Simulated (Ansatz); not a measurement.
## Squeezing S (diamond type)

```yaml
crystal:
  lattice:
    - [0.00000, 2.81712, 2.81712]
    - [2.81712, 0.00000, 2.81712]
    - [2.81712, 2.81712, 0.00000]
  atoms:
    - { symbol: S, position: [0.87500, 0.87500, 0.87500] }
    - { symbol: S, position: [0.12500, 0.12500, 0.12500] }
```

The cell comes from a relaxation on PAW files under the same functional, begun from a prototype that needn't be the stable phase.

Its volume is scaled at fixed shape and fractional positions.

All numbers are LDA results (scalar-relativistic) from Ansatz 0.2.0, with a Γ-centred 13×13×13 k mesh, Fermi–Dirac smearing of 0.05 eV, no spin polarisation. Methods: LAPW: all electrons, basis error target 1 meV/atom; PAW: frozen-core files, cutoff 420 eV; crystal datasets: all electrons, by PAW datasets that the program makes for each cell; norm-conserving: pseudopotentials, cutoff 735 eV; PAW (core large): files with a larger core, cutoff 420 eV.

Energies are extrapolated to zero smearing and count from the unscaled cell; pressure is positive in compression; gaps take the mesh and a band path. No temperature or zero-point motion is included.

The PAW files were made under PBE. The structure type is held throughout; the real material can change phase at far lower pressure.

| V/V0 | V (Å³/atom) | P LAPW (GPa) | ΔE LAPW (eV/atom) | P PAW − LAPW (GPa) | ΔE PAW − LAPW (meV/atom) |
| --- | --- | --- | --- | --- | --- |
| 1.00 | 22.36 | 0.04 | 0.000 | -0.03 | 0.0 |
| 0.95 | 21.24 | 2.91 | 0.010 | -0.03 | -0.2 |
| 0.85 | 19.00 | 10.98 | ? | -0.04 | -0.8 |
| 0.75 | 16.77 | ? | 0.334 | -0.06 | -1.5 |
| 0.65 | 14.53 | 43.1 | 0.787 | -0.08 | -2.4 |
| 0.55 | 12.30 | 73.2 | 1.580 | -0.08 | -3.4 |
| 0.45 | 10.06 | 131.7 | 2.964 | 0.04 | -3.6 |
| 0.40 | 8.94 | 191.9 | 4.061 | 0.20 | -2.8 |

Q: Fill in "P LAPW (GPa)" for the row "0.75".

A: 23.3.

Q: Fill in "ΔE LAPW (eV/atom)" for the row "0.85".

A: 0.103.

Q: From the table, what is the rise of the enthalpy H = E + pV up to the last row, and how stiff is the crystal between the last two rows?

A: ΔH = 4.061 eV + (191.9 GPa × 8.94 Å³ − 0.04 GPa × 22.36 Å³) × 0.006242 eV/(GPa·Å³) = 14.77 eV/atom, of which pV makes 72 %. The mean bulk modulus there is −ΔP/Δln V = 511 GPa.

Q: At the smallest volume, how far do crystal datasets and norm-conserving and PAW (core large) lie from LAPW in pressure?

A: crystal datasets: -0.02 GPa; norm-conserving: -1.63 GPa; PAW (core large): +0.20 GPa, on a LAPW pressure of 191.9 GPa.
